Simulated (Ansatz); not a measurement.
SiSe2:
```yaml
crystal:
  lattice:
    - [-3.03926, 4.41210, 2.90359]
    - [3.03926, -4.41210, 2.90359]
    - [3.03926, 4.41210, -2.90359]
  atoms:
    - { symbol: Se, position: [0.86758, 0.78462, 0.65220] }
    - { symbol: Se, position: [0.36758, 0.71538, 0.08296] }
    - { symbol: Se, position: [0.63242, 0.28462, 0.91704] }
    - { symbol: Se, position: [0.13242, 0.21538, 0.34780] }
    - { symbol: Si, position: [0.75000, 0.75000, 0.00000] }
    - { symbol: Si, position: [0.25000, 0.25000, 0.00000] }
```

Relaxed with LDA.

Task: Give the optical modes at the zone centre with their infrared activity from DFPT, LDA (plane waves, PAW; program Ansatz).

Result: Transverse frequencies, without the LO–TO term; a row sums one degenerate level.

| ω (cm⁻¹) | degeneracy | IR ((D/Å)²/amu) | activity | symmetry |
|---|---|---|---|---|
| 49 | 1 | 0.00 | IR-inactive | B1g |
| 79 | 1 | 0.00 | IR-inactive | Ag |
| 101 | 1 | 0.12 | IR | B3u |
| 106 | 1 | 0.00 | IR-inactive | B3g |
| 111 | 1 | 0.00 | IR-inactive | B2g |
| 114 | 1 | 0.08 | IR | B2u |
| 191 | 1 | 0.00 | IR-inactive | B1g |
| 199 | 1 | 0.00 | IR-inactive | Au |
| 235 | 1 | 0.00 | IR-inactive | Ag |
| 333 | 1 | 0.00 | IR-inactive | B2g |
| 349 | 1 | 0.00 | IR-inactive | B3g |
| 372 | 1 | 36.20 | IR | B1u |
| 433 | 1 | 4.51 | IR | B2u |
| 453 | 1 | 4.24 | IR | B3u |
| 496 | 1 | 0.00 | IR-inactive | B1g |

Task: How high does the top mode go among those that the LO–TO term moves?

Result: 466 cm⁻¹ for q along x, 446 cm⁻¹ for q along y, 450 cm⁻¹ for q along z.

Space group Ibam. The LDA relaxation kept the symmetry of its start. A crystal of weakly bound chains computed without a dispersion correction: the cell and the soft elastic constants depend strongly on that.

Potentials: the later of the program's two PAW sets.
